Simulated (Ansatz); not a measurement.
Ansatz (a quantum-chemistry and plane-wave program) input:

Ansatz 0.2 input:
```yaml
crystal:
  lattice:
    - [-1.3928782021, 1.3928782021, 1.3928782021]
    - [1.3928782021, -1.3928782021, 1.3928782021]
    - [1.3928782021, 1.3928782021, -1.3928782021]
  atoms:
    - { symbol: Fe, position: [0.0, 0.0, 0.0], spin: 2.14 }
kpoints:
  mp_grid: { grid: [43, 43, 43] }
hamiltonian:
  xc: pbesol
  pseudopotentials: { kind: paw }
magnetization: { spin_polarized: true }
scf:
  occupations: { method: fermi_dirac, width: 0.1 }
elastic: { mode: relaxed_ion, stencil: two_point, amplitude: 0.005, f_tol: 0.0005 }
```

Output (shortened):

```
Pseudopotential: Fe, paw, valence charge 16
Functional definition: PBEsol
a single point of the input's cell can leave the moments in the input for a lower state (scf.lower_state_search) …
Crystal: 1 atoms, lattice volume = 10.809 Å³
Basis set: ecut = 420 eV, 201 PW (Γ), exchange–correlation on 36×36×36 points (8 copies of the dense FFT grid, shifted against one another)
Bands: 14, of which v1, the nominal top of the filled ones, is band 8 counted from 1 (7 counted from 0)
Symmetry: 48 space group operations
Space group: Im-3m (ITA 229), of the structure as read, at distance tolerance 2.2e-5 Å
k-points: 2024 of 79507
Starting moments: Σ|m| = 2.14 μB on 1 of 1 site
SCF 1 converged in 9 iterations: F = -4448.863269 eV  dr2 = 2.19e-9
a single point of the input's cell can leave the moments in the input for a lower state (scf.lower_state_search) …
Crystal: 1 atoms, lattice volume = 10.809 Å³
Stability of the state it starts from, as read at its close in the collinear treatment …
Starting moments: Σ|m| = 2.14 μB on 1 of 1 site; this step starts from the density that it was given
SCF 2 converged in 6 iterations: F = -4448.863269 eV  dr2 = 7.09e-14
Crystal: 1 atoms, lattice volume = 10.755 Å³
Symmetry: 16 space group operations
k-points: 5566 of 79507
SCF 3 converged in 10 iterations: F = -4448.862859 eV  dr2 = 1.32e-14
Crystal: 1 atoms, lattice volume = 10.863 Å³
SCF 4 converged in 8 iterations: F = -4448.863132 eV  dr2 = 7.11e-15
Crystal: 1 atoms, lattice volume = 10.809 Å³
Symmetry: 8 space group operations
k-points: 10648 of 79507
SCF 5 converged in 9 iterations: F = -4448.863154 eV  dr2 = 1.97e-14
Crystal: 1 atoms, lattice volume = 10.809 Å³
SCF 6 converged in 7 iterations: F = -4448.863154 eV  dr2 = 9.61e-15
SCF converged after 6 iterations
Magnetization: 2.0877 μB (9.0439 up, 6.9561 down)
Absolute magnetization: 2.1715 μB (∫|ρ↑−ρ↓|, with the PAW one-centre terms)
Spin contamination: 0.0281 ħ² per cell (⟨S²⟩ above its minimum at these occupations)
Per-site moments (μB) at R_I (Å): [(2.113954556301535, 0.9951710236018612)]
Free energy (F): -4448.863269 eV
Harris-Foulkes:  -4448.863269 eV  (|F-HF|=0.00e0)
Internal energy: -4448.832414 eV  (E = F + TS)
E sigma→0 (E₀):  -4448.847842 eV
Entropy (-TS):   -0.030855 eV (-30.855 meV/atom)
Fermi energy:    19.587067 eV
--- Per-component energies (eV) ---
  E_band       = -195.854202
  E_kinetic    = 352.276415
  E_local      = -2002.236411  (includes V_loc(G=0)·N_el)
  E_nonlocal   = 218.973619
  E_hartree    = 842.079948
  E_xc         = -117.750212
  E_vxc        = -152.273439  (∫ρ·V_xc dr)
  E_paw        = -1334.510637  (= ΣΔE_a)
  E_vpaw       = -296.755075  (= ΣTr[D̂ρ^β])
  E_aug_tail   = 0.000777  (compensation charges beyond the density's cutoff)
  E_ewald      = -2407.845115
  E_core_change = 0.179202  (= ΣΔE_core)
  E_smearing   = -0.030855  (= −TS)
  E_closure    = 0.000000  (closes the sum)
  Σ components = -4448.863269   (vs F -4448.863269, Δ=0.00e0)
--- Forces (eV/Å), atoms counted from 1 ---
  atom   1  Fe     0.00000000     0.00000000     0.00000000
  max |Σ_I F_I| component: 0.0 eV/Å
--- Stress (GPa, compression-positive) ---
        0.396792       0.000000       0.000000
        0.000000       0.396792       0.000000
        0.000000       0.000000       0.396792
  P = ⅓ Tr σ = 0.3968 GPa (3.968 kbar)
--- Band table (eV; the first three rows and the last of 4048) ---
  k-point 0 ↑: bands = ["-68.2796", "-34.1557", "-34.1557", "-34.1557", "10.6343", "17.1417", "17.1417", "17.1417", "18.5165", "18.5165", "44.2263", "44.2263", "44.2263", "50.0903"]
  k-point 1 ↑: bands = ["-68.2790", "-34.1584", "-34.1566", "-34.1557", "10.6578", "17.1348", "17.1412", "17.1549", "18.5092", "18.5171", "44.0932", "44.2037", "44.2195", "49.9727"]
  k-point 2 ↑: bands = ["-68.2775", "-34.1665", "-34.1592", "-34.1557", "10.7282", "17.1143", "17.1396", "17.1943", "18.4881", "18.5187", "43.7150", "44.1307", "44.1996", "49.6976"]
  k-point 2023 ↓: bands = ["-65.6135", "-32.0970", "-32.0965", "-32.0965", "16.0794", "16.0806", "21.8787", "21.8787", "21.8887", "29.9141", "30.0128", "30.0128", "36.8090", "36.8604"]
--- Elastic constants: 2 strain directions × 2 members + reference (group order 48) ---
  dense FFT box of the reference and of every strained cell: 18×18×18
  strains applied: 11, 23; error gains: componentwise 1.00 (the most a stress slope's error grows in a printed constant), spectral 1.73 (1 for all six strains …
  C = ∂σ_k/∂η_j (tension-positive GPa; Voigt order 11 22 33 23 13 12):
       324.953    176.212    176.212      0.000      0.000      0.000
       176.212    324.953    176.212      0.000      0.000      0.000
       176.212    176.212    324.953      0.000      0.000      0.000
         0.000      0.000      0.000    136.969      0.000      0.000
         0.000      0.000      0.000      0.000    136.969      0.000
         0.000      0.000      0.000      0.000      0.000    136.969
  reference stress σ⁰ (GPa):     -0.397     -0.397     -0.397      0.000      0.000      0.000
  moduli (Voigt/Reuss/Hill, GPa): K = 225.79/225.79/225.79   G = 111.93/102.47/107.20   E = 277.66   ν = 0.295
  mechanically stable: yes (min eigenvalue of sym C = 136.97 GPa)
  strain η (Voigt 11):  stress-route row diagonal C_11 = 324.95 GPa, energy-path curvature d²(F+E_count+ΔE)/dδ²/Ω₀ = 324.29 GPa
         δ    σ_11 (GPa)             F (eV)   n_scf  n_hpsi   n_pw
    -5.000e-3      -2.0534       -4448.8628593      10  3302239    236   relax 0 steps, max|allowed force component| 0.00e0 eV/Å
     5.000e-3       1.1961       -4448.8631324       8  2663706    236   relax 0 steps, max|allowed force component| 0.00e0 eV/Å
  strain η (Voigt 23):  stress-route row diagonal C_44 = 136.97 GPa, energy-path curvature d²(F+E_count+ΔE)/dδ²/Ω₀ = 137.15 GPa
         δ    σ_23 (GPa)             F (eV)   n_scf  n_hpsi   n_pw
    -5.000e-3      -0.6848       -4448.8631539       9  6200786    236   relax 0 steps, max|allowed force component| 0.00e0 eV/Å
     5.000e-3       0.6848       -4448.8631539       7  5194203    236   relax 0 steps, max|allowed force component| 0.00e0 eV/Å
```

Cost: roughly 24 core-minutes on shared cores.

The PBEsol relaxation kept the symmetry of its start. Magnetic state: ferromagnetic, chosen from 3 collinear starts compared on coarse meshes (ties went to the first, and starts can fall back to one state), not a proven ground state. Textbook magnetic order: ferromagnetic. As this level gives no gap, shear constants depend on the k-mesh and smearing (Fermi–Dirac, 0.1 eV here). On the denser mesh and wider smearing of the elastic run this cell carries a stress of 0.4 GPa.

Potentials: the later of the program's two PAW sets.

Ansatz is a plane-wave DFT program.
